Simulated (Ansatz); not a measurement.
The elements of this relaxed trial crystal are hidden behind letters.

```
lattice vectors (Å)
  -2.8702    2.8702    5.7409
   2.8702   -2.8702    5.7409
   2.8702    2.8702   -5.7409
fractional positions
X 0.5000 0.5000 0.0000
Z 0.0000 0.0000 0.0000
Z 0.2500 0.7500 0.5000
Z 0.7500 0.2500 0.5000
Q 0.8741 0.8741 0.4989
Q 0.3752 0.3752 0.5011
Q 0.1259 0.6248 0.0000
Q 0.6248 0.1259 0.0000
```

Computed with DFT PBE, scalar-relativistic, plane waves, PAW (Ansatz 0.2.0). The final run on the 8-atom cell used 420 eV, a Γ-centred 10×10×10 mesh, 0.02 eV smearing and no spin polarisation.

```
Space group                                 : I-42m (No. 121)
Conventional cell                           : a = 5.740 Å, c = 11.482 Å
Volume per atom                             : 23.65 Å³
Density                                     : 4.70 g/cm³
Energy over the elements                    : −0.383 eV/atom
Gap on the 10×10×10 mesh of the 8-atom cell : 0.57 eV
```

Energies are uncorrected and count from the elements' standard states at the same level.

Problem. X is a p-block element of period 3, Z is a p-block element of period 4 and Q is a p-block element of period 4. Which elements are they?

Solution. X = Al, Z = Ga, Q = As, so the formula is AlGa3As4. Density times volume gives a mean mass of 4.70 × 23.65/1.6605 = 66.9 u per atom, and this set has 67.0 u. Al is surrounded by 4 As at 2.48 Å; Ga on a site of symmetry -42m has 4 As at 2.49 Å; around As lie 1 Al at 2.48 Å and 3 Ga at 2.49 Å; 1 more site not described. Other sets within the hints have nearly the same mass, so mass alone doesn't settle it; this one was computed.

Kohn–Sham gaps at this level usually fall short of measured ones. Symmetry constrained the relaxation, so the result can be a saddle point.
